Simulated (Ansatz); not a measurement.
ZnInGaO4:
```
ZnInGaO4
1.0
    1.65549     0.95580     8.58765
   -1.65549     0.95580     8.58765
    0.00000    -1.91159     8.58765
Zn In Ga O
1 1 1 4
Cartesian
  0.00000   0.00000   5.63523
  0.00000   0.00000   0.07905
  0.00000   0.00000  20.27804
  0.00000   0.00000   7.60515
  0.00000   0.00000  18.32721
  0.00000   0.00000   3.11827
  0.00000   0.00000  22.24590
```

Relaxed with r²SCAN. Independent-particle spectrum: no excitons, no local fields, no scissors shift; 0.1 eV broadening; ε₁ of the summed bands alone.

### Question
Tabulate the dielectric function from r²SCAN (plane waves, PAW; program Ansatz).

### Answer


```
E (eV)  ε₁ xx  ε₂ xx  ε₁ zz  ε₂ zz
------  -----  -----  -----  -----
0.0      3.85   0.00   3.81   0.00
0.3      3.86   0.00   3.82   0.00
0.6      3.88   0.00   3.84   0.00
0.9      3.91   0.00   3.88   0.00
1.2      3.97   0.00   3.93   0.00
1.5      4.07   0.00   4.02   0.00
1.8      4.30   0.12   4.15   0.00
2.1      4.22   0.34   4.38   0.04
2.4      4.19   0.38   4.85   0.36
2.7      4.23   0.39   4.63   0.94
3.0      4.33   0.42   4.39   1.13
3.3      4.60   0.55   4.21   1.23
3.6      4.60   0.92   4.07   1.28
3.9      4.51   1.11   3.98   1.31
4.2      4.45   1.28   3.92   1.33
4.5      4.32   1.43   3.90   1.34
4.8      4.21   1.48   3.91   1.44
5.1      4.18   1.51   3.88   1.50
5.4      4.21   1.57   3.88   1.57
5.7      4.30   1.72   3.89   1.67
6.0      4.22   1.97   3.93   1.80
6.3      4.12   2.08   3.96   2.30
6.6      3.89   2.18   3.35   2.21
6.9      4.04   2.00   3.45   1.92
7.2      4.30   2.29   3.64   2.30
7.5      4.46   2.84   3.51   2.35
7.8      3.69   3.55   3.28   2.64
8.1      3.33   2.95   3.12   2.51
8.4      3.67   3.00   3.21   2.75
8.7      3.35   3.44   2.63   2.75
9.0      3.47   3.42   2.65   2.66
9.3      3.09   4.04   2.52   2.37
9.6      2.56   4.65   2.90   2.69
9.9      1.50   4.04   2.64   2.92
10.2     1.76   3.40   2.53   3.04
10.5     1.25   3.54   1.85   2.84
10.8     1.34   3.22   2.20   3.01
11.1     1.24   2.97   1.36   2.64
11.4     1.72   3.02   2.56   2.10
11.7     1.28   3.29   2.40   2.84
12.0     1.22   3.03   2.24   2.93
```

### Question
From ε at 2.3 eV (xx: 4.19 + 0.37i), find n, k, the normal reflectivity and the absorption coefficient.

### Answer
n = 2.05, k = 0.090, R = 12 %, α = 2kE/ħc = 21000 cm⁻¹.

With all bands, ε∞ without local fields is 4.09 (xx = yy), 4.05 (zz).

Space group R3m. The r²SCAN relaxation kept the symmetry of its start. Scalar-relativistic: spin–orbit coupling is off unless named, which matters more the heavier the elements.

Potentials: the earlier of the program's two PAW sets. The files were generated under PBE; for other functionals the program regenerates the frozen cores, and for LDA and PBEsol the local potential too.
